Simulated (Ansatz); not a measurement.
GaP (rock salt, space group No. 225) under volume change, the program Ansatz at the PBE level (PAW), scaled uniformly.

| V (Å³/atom) | E − E(relaxed) (meV/atom) | P (GPa) |
|---|---|---|
| 15.607 | 45.7 | 10.37 |
| 16.121 | 19.1 | 6.31 |
| 16.636 | 4.5 | 2.89 |
| 17.150 | 0.0 | 0.00 |
| 17.665 | ___ | ___ |
| 18.179 | ___ | ___ |
| 18.694 | 32.4 | -6.19 |

What belongs in the gaps?


- 17.665, E − E(relaxed) (meV/atom): 4.0
- 17.665, P (GPa): -2.43
- 18.179, E − E(relaxed) (meV/atom): 15.2
- 18.179, P (GPa): -4.47

What does a third-order Birch–Murnaghan fit give for V₀, B₀ and B′?

V₀ = 17.15 Å³/atom, B₀ = 88.0 GPa, B′ = 4.7.

Space group Fm-3m (rock salt). The start of the workflow was typed in or built on a structure type; neither database checked (COD, Materials Project) lists it. It is not the phase usual at ambient conditions (space group No. 216). The PBE relaxation kept the symmetry of its start; its stability against distortions is not shown here. Spin–orbit coupling is left out wherever it is not named.

Potentials: the earlier of the program's two PAW sets.
